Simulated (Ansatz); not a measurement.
Input and steps of a relaxation of cell and atoms on Zn2AsP3 placed in the structure of K2NaCl3 (space group No. 164) (Ansatz, r2SCAN+rVV10). The starting cell comes from a relaxation with PBEsol.

```yaml
crystal:
  lattice:
    - [3.5359052644, 2.6e-09, 0.0]
    - [-1.7679526344, 3.0621837831, 0.0]
    - [0.0, 0.0, 8.8669610428]
  atoms:
    - { symbol: Zn, position: [0.3333333333, 0.6666666667, 0.6586418531] }
    - { symbol: Zn, position: [0.6666666667, 0.3333333333, 0.3413581469] }
    - { symbol: As, position: [0.0, 0.0, 0.0] }
    - { symbol: P, position: [0.3333333333, 0.6666666667, 0.1700189059] }
    - { symbol: P, position: [0.6666666667, 0.3333333333, 0.8299810941] }
    - { symbol: P, position: [0.0, 0.0, 0.5] }
kpoints:
  mp_grid: { grid: [12, 12, 4] }
hamiltonian:
  xc: r2scan
  dispersion: rvv10
scf:
  occupations: { method: fermi_dirac, width: 0.03 }
relax:
  f_tol: 0.01
  cell: {}
  max_steps: 120
output:
  write_density: true
  write_potential: true
  elf: true
  volumetric_format: npy
```

The trajectory has 6 recorded frames, each with positions in Å and forces in eV/Å. The last, and any step after a large change of cell, is solved on a basis re-selected at its cell; pressure is positive in compression.

Step 1: energy 0.0 meV/atom from step 1, largest force component 0.233 eV/Å, pressure +1.74 GPa
```xyz
6
Lattice="3.5359 0.0000 0.0000 -1.7680 3.0622 0.0000 0.0000 0.0000 8.8670" Properties=species:S:1:pos:R:3:forces:R:3 pbc="T T T"
Zn    0.0000    2.0415    5.8402    0.0000    0.0000    0.0140
Zn    1.7680    1.0207    3.0268    0.0000    0.0000   -0.0140
As    0.0000    0.0000    0.0000    0.0000    0.0000    0.0000
P     0.0000    2.0415    1.5076    0.0000    0.0000   -0.2334
P     1.7680    1.0207    7.3594    0.0000    0.0000    0.2334
P     0.0000    0.0000    4.4335    0.0000    0.0000    0.0000
```

Step 2: energy -2.8 meV/atom from step 1, largest force component 0.063 eV/Å, pressure +0.34 GPa
```xyz
6
Lattice="3.5637 0.0000 0.0000 -1.7819 3.0863 0.0000 0.0000 0.0000 8.8492" Properties=species:S:1:pos:R:3:forces:R:3 pbc="T T T"
Zn    0.0000    2.0575    5.8378    0.0000    0.0000   -0.0386
Zn    1.7819    1.0288    3.0114    0.0000    0.0000    0.0386
As    0.0000    0.0000    0.0000    0.0000    0.0000    0.0000
P     0.0000    2.0575    1.4808    0.0000    0.0000   -0.0631
P     1.7819    1.0288    7.3684    0.0000    0.0000    0.0631
P     0.0000    0.0000    4.4246    0.0000    0.0000    0.0000
```

Step 3: energy -2.9 meV/atom from step 1, largest force component 0.027 eV/Å, pressure 0.00 GPa
```xyz
6
Lattice="3.5692 0.0000 0.0000 -1.7846 3.0910 0.0000 0.0000 0.0000 8.8555" Properties=species:S:1:pos:R:3:forces:R:3 pbc="T T T"
Zn    0.0000    2.0607    5.8398    0.0000    0.0000   -0.0270
Zn    1.7846    1.0303    3.0157    0.0000    0.0000    0.0270
As    0.0000    0.0000    0.0000    0.0000    0.0000    0.0000
P     0.0000    2.0607    1.4757    0.0000    0.0000   -0.0159
P     1.7846    1.0303    7.3798    0.0000    0.0000    0.0159
P     0.0000    0.0000    4.4277    0.0000    0.0000    0.0000
```

Step 4: energy -3.0 meV/atom from step 1, largest force component 0.013 eV/Å, pressure +0.03 GPa
```xyz
6
Lattice="3.5688 0.0000 0.0000 -1.7844 3.0907 0.0000 0.0000 0.0000 8.8574" Properties=species:S:1:pos:R:3:forces:R:3 pbc="T T T"
Zn    0.0000    2.0604    5.8338    0.0000    0.0000    0.0127
Zn    1.7844    1.0302    3.0236    0.0000    0.0000   -0.0127
As    0.0000    0.0000    0.0000    0.0000    0.0000    0.0000
P     0.0000    2.0604    1.4748    0.0000    0.0000   -0.0015
P     1.7844    1.0302    7.3825    0.0000    0.0000    0.0015
P     0.0000    0.0000    4.4287    0.0000    0.0000    0.0000
```

Step 5: energy -3.0 meV/atom from step 1, largest force component 0.002 eV/Å, pressure -0.01 GPa
```xyz
6
Lattice="3.5682 0.0000 0.0000 -1.7841 3.0902 0.0000 0.0000 0.0000 8.8634" Properties=species:S:1:pos:R:3:forces:R:3 pbc="T T T"
Zn    0.0000    2.0601    5.8403    0.0000    0.0000    0.0009
Zn    1.7841    1.0301    3.0232    0.0000    0.0000   -0.0009
As    0.0000    0.0000    0.0000    0.0000    0.0000    0.0000
P     0.0000    2.0601    1.4754    0.0000    0.0000   -0.0025
P     1.7841    1.0301    7.3881    0.0000    0.0000    0.0025
P     0.0000    0.0000    4.4317    0.0000    0.0000    0.0000
```

Step 6: energy -3.0 meV/atom from step 1, largest force component 0.003 eV/Å, pressure -0.01 GPa
```xyz
6
Lattice="3.5682 0.0000 0.0000 -1.7841 3.0902 0.0000 0.0000 0.0000 8.8634" Properties=species:S:1:pos:R:3:forces:R:3 pbc="T T T"
Zn    0.0000    2.0601    5.8403    0.0000    0.0000    0.0008
Zn    1.7841    1.0301    3.0232    0.0000    0.0000   -0.0008
As    0.0000    0.0000    0.0000    0.0000    0.0000    0.0000
P     0.0000    2.0601    1.4754    0.0000    0.0000   -0.0025
P     1.7841    1.0301    7.3881    0.0000    0.0000    0.0025
P     0.0000    0.0000    4.4317    0.0000    0.0000    0.0000
```

In 5 steps the volume changed by +1.8 %; between the first SCF and the last, each on a basis chosen for its cell, the energy fell by 3.0 meV an atom. At the end: the symmetry is P-3m1 (No. 164, trigonal); a = 3.568 Å, c = 8.863 Å in the conventional setting, 16.29 Å³ an atom. Zn has 6 P at 2.50–2.58 Å; As has 6 P at 2.53 Å; P has 3 As at 2.53 Å and 3 Zn at 2.58 Å; P has 6 Zn at 2.50 Å.

Command: `ansatz run input.yaml --threads 2 --pin off --max-ram 29491MiB --backend cpu --events-out ev --progress --plain --runs-dir out`. Wall time 89 s on 2 threads of AMD EPYC 7R13 Processor (Zen 3), on a shared host, load about 1.9 per core; peak host memory 1 GiB.

All values are calculated for a non-magnetic cell, which may be hypothetical.

Overlapping bands make a metal at that level, for which these meshes are coarse; small forces, stresses and energy differences are uncertain.
